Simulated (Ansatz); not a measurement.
AlRu$_{3}$N:
```cif
data_AlNRu3
_chemical_formula_sum 'Al1 Ru3 N1'
_space_group_name_H-M_alt 'Pm-3m'
_space_group_IT_number 221
_space_group_name_Hall '-P 4 2 3'
_cell_length_a 3.95777
_cell_length_b 3.95777
_cell_length_c 3.95777
_cell_angle_alpha 90.000
_cell_angle_beta 90.000
_cell_angle_gamma 90.000
loop_
_atom_site_label
_atom_site_type_symbol
_atom_site_symmetry_multiplicity
_atom_site_Wyckoff_symbol
_atom_site_fract_x
_atom_site_fract_y
_atom_site_fract_z
_atom_site_occupancy
Al1 Al 1 a 0.00000 0.00000 0.00000 1
Ru1 Ru 3 c 0.00000 0.50000 0.50000 1
N1 N 1 b 0.50000 0.50000 0.50000 1
```

Relaxed with PBEsol.

Decompose the optical modes at the zone centre into irreducible representations, and say which are infrared and Raman allowed.

Point group m-3m: Γ_opt = 3T1u + T2u. Infrared: T1u. Raman: none.

Assign frequencies (DFPT, PBEsol (plane waves, PAW; program Ansatz)).

T2u 109, T1u 124, T1u 210, T1u 400 cm⁻¹.

The start of the workflow was typed in or built on a structure type; neither database checked (COD, Materials Project) lists it. Whether it is the stable phase at ambient conditions was not checked. Symmetry was held in the PBEsol relaxation; its stability against distortions is not shown here. The workflow began spin-polarised and lost its moments. As this level gives no gap, phonon frequencies hold no LO–TO term and depend on the k-mesh and smearing (Fermi–Dirac, 0.1 eV here).

Potentials: the earlier of the program's two PAW sets. The files were generated under PBE; for other functionals the program regenerates the frozen cores, and for LDA and PBEsol the local potential too.
